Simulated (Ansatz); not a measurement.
The start is a generated trial cell of Rh in the AFLOW prototype A_hR3_166_ac (C19, as in Sm). A full variable-cell relaxation at zero pressure is run with PBEsol (plane waves to 420 eV, PAW, scalar-relativistic; Ansatz, an electronic-structure program). First-step values are on the input's coarse k-mesh.

Ansatz input (later rounds restart from its end on a renewed k-mesh):
Ansatz 0.2 input:
```yaml
crystal:
  lattice:
    - [1.3495274, 0.77915, 6.5231604]
    - [-1.3495274, 0.77915, 6.5231604]
    - [0, -1.5583, 6.5231604]
  atoms:
    - { symbol: Rh, position: [0, 0, 0] }
    - { symbol: Rh, position: [0.22222, 0.22222, 0.22222] }
    - { symbol: Rh, position: [0.77778, 0.77778, 0.77778] }
basis: { ecutwfc: 420, ecutrho_ratio: 4, xc_grid: 2, fft_grid_basis: typed }
kpoints: { mp_grid: { grid: [14, 14, 14] } }
hamiltonian:
  xc: pbesol
  dispersion: none
  pseudopotentials: { azcp: { folder: ./paw }, kind: paw }
scf: { occupations: { method: fermi_dirac, width: 0.05 } }
relax: { f_tol: 0.01, max_steps: 100, cell: { stress_tol: 0.02 } }
output: { forces: true, stress: true }
```

Question: What pressure does the first self-consistent step give?

Answer: -3.6 GPa (negative: the cell is under tension).

Question: What is the largest force in the starting geometry, and on which atom (counted from 1)?

Answer: 0.17 eV/Å, on Rh2, Rh3 (atoms numbered as listed).

Question: How does the volume per atom move from start to end?

Answer: -1.3 %, from 13.72 to 13.54 Å³/atom.

Question: What band gap does the relaxed structure have at this level?

Answer: No gap (metallic).

The space group stays R-3m (No. 166) (the run could not lower it); the end is AFLOW prototype A_hR3_166_ac (C19, as in Sm), with 3 atoms in the primitive cell. Final values are on a 20×20×20 k-mesh of the relaxed cell. No spin polarisation in the result.

The run could not lose the symmetry of its start, so the end can be a saddle point.

The relaxed structure here is a generated cell of Rh: the first start was made by placing the elements on the sites of a structure type, and the end was not matched to a known phase here, so it may be hypothetical. Known forms of Rh include space group No. 225.
